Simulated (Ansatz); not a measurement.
As:
```cif
data_As8
_chemical_formula_sum 'As8'
_space_group_name_H-M_alt 'Fd-3m :1'
_space_group_IT_number 227
_space_group_name_Hall 'F 4d 2 3 -1d'
_cell_length_a 6.05449
_cell_length_b 6.05449
_cell_length_c 6.05449
_cell_angle_alpha 90.000
_cell_angle_beta 90.000
_cell_angle_gamma 90.000
loop_
_atom_site_label
_atom_site_type_symbol
_atom_site_symmetry_multiplicity
_atom_site_Wyckoff_symbol
_atom_site_fract_x
_atom_site_fract_y
_atom_site_fract_z
_atom_site_occupancy
As1 As 8 b 0.50000 0.50000 0.50000 1
```
(The calculation used a cell of 2 atoms; values per cell refer to that cell.)

Relaxed with r²SCAN.

### Question
Tabulate the valence density and the electron localisation function along the shortest As–As contact (2.62 Å), DFT-r²SCAN in the program Ansatz with PAW potentials.

### Answer


```tsv
distance from As (Å)	density (e/Å³)	ELF
0.26	25.42	0.10
0.39	12.15	0.19
0.52	4.53	0.37
0.66	1.62	0.56
0.79	0.84	0.66
0.92	0.63	0.68
1.05	0.51	0.67
1.18	0.44	0.65
1.31	0.41	0.64
1.44	0.44	0.65
1.57	0.51	0.67
1.70	0.63	0.68
1.84	0.84	0.66
1.97	1.62	0.56
2.10	4.53	0.37
2.23	12.15	0.19
2.36	25.42	0.10
```

The density is the valence pseudo-density with augmentation charge, so density and ELF within about 1 Å of a nucleus are not all-electron values.

The start of the workflow was typed in or built on a structure type; neither database checked (COD, Materials Project) lists it. It is not the phase usual at ambient conditions (space group No. 166). The cell was relaxed with r²SCAN under the symmetry of its start. At this level the phase is mechanically unstable.

Potentials: the earlier of the program's two PAW sets.
